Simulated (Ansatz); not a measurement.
A crystal relaxed with r2SCAN in Ansatz 0.2.0 has space group Cm (No. 8) and a = 10.526 Å, b = 3.223 Å, c = 5.556 Å, β = 100.0°.

```csv
atom,site,x,y,z
N,2a,0.4976,0.5000,0.9889
Xx,2a,0.4972,0.0000,0.5055
Xx,2a,0.2555,0.0000,0.7648
Xx,2a,0.2481,0.5000,0.2327
B,2a,0.0510,0.5000,0.1444
B,2a,0.0546,0.0000,0.7367
B,2a,0.3442,0.5000,0.9431
B,2a,0.3018,0.0000,0.4341
```

The r2SCAN gap is indirect, 0.18 eV (Γ to Y₂), below the direct gap of 0.60 eV at Γ. The HSE06 gap is indirect, 0.73 eV (Γ to Y₂), below the direct gap of 1.23 eV at Γ. With PBE the valence top lies at Γ and the conduction bottom at Y₂, 0.04 eV higher; the smallest vertical gap, at Γ, is 0.45 eV. (With 0.02 eV of smearing so small a gap leaves both edges partly filled, and it could close between the points sampled.) Meshes: r2SCAN 8×8×6, HSE06 6×6×4, PBE 8×8×6.

Q: Which element is Xx?
A. Sb
B. Bi
C. As
D. P

A: C. Xx is As: B₄As₃N as one 8-atom ordering (Cm) on the zincblende lattice. N is surrounded by 4 B at 1.59–1.87 Å; As is surrounded by 4 B at 2.03–2.18 Å; As is surrounded by 4 B at 1.98–2.09 Å; As is surrounded by 4 B at 1.99–2.05 Å; B is surrounded by 2 N at 1.87 Å and 2 As at 2.05–2.18 Å; B is surrounded by 1 N at 1.62 Å and 3 As at 2.08–2.09 Å; B is surrounded by 1 N at 1.59 Å and 3 As at 2.03–2.04 Å; B is surrounded by 4 As at 1.98–2.03 Å.

These are computed values for a spin-unpolarised cell that may be hypothetical; none is a measurement.

Spin-orbit coupling is left out.

The meshes of the hybrids are coarse, so their gaps aren't converged to the digits shown.
